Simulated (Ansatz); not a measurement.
A generator proposed this cell of CoGe3Pd.

```
Co Ge Pd
1.0
     4.18710    0.00000    0.00000
     0.00000    4.18710    0.00000
     0.00000    0.00000    4.18710
Co Ge Pd
1 3 1
Direct
  0.00000 0.00000 0.00000
  0.50000 0.00000 0.00000
  0.00000 0.50000 0.00000
  0.00000 0.00000 0.50000
  0.50000 0.50000 0.50000
```

The calculation used DFT PBE, scalar-relativistic, plane waves, PAW (Ansatz 0.2.0). Cutoff 420 eV; k points 4×4×4 on the computed 5-atom cell (Γ-centred); Gaussian smearing, width 0.10 eV; collinear spin from starting moments 3.0 0.0 0.0 0.0 0.0 μB.

Formation energies are uncorrected and refer to the elements' standard structures at the same level.

**Question.** What does a single point on this coarse mesh give?

**Answer.** The pressure is 32.6 GPa (it wants to expand), the largest force is 0.00 eV/Å (symmetry fixes the atoms), and the energy is +0.51 eV/atom against the elements. The shortest distance is 2.09 Å.

**Question.** How much does it gain on relaxing, and where does it end?

**Answer.** Relaxing gains about 0.30 eV/atom (the start's value is from the coarse mesh, so the gain is rough) in 10 ionic steps and ends at +0.21 eV/atom on the finer mesh. The symmetry stays Pm-3m (No. 221). The end has the antiperovskite type. The volume per atom grows by 24.0 %, from 14.7 to 18.2 Å³. The shortest distance goes from 2.09 Å (Co–Ge) to 2.25 Å (Co–Ge). Conventional cell: a = 4.499 Å. Around Co lie 6 Ge at 2.25 Å; around Ge lie 2 Co at 2.25 Å, 4 Pd at 3.18 Å and 8 Ge at 3.18 Å; Pd has 12 Ge at 3.18 Å.

The last run used an 8×8×8 mesh for its 5-atom cell and Gaussian smearing of 0.10 eV. Trial moments died out on the coarse mesh, so the last step has no spin; another magnetic start might hold. The relaxation can't lower the symmetry of the start. Symmetry constrained the relaxation, so the result can be a saddle point.
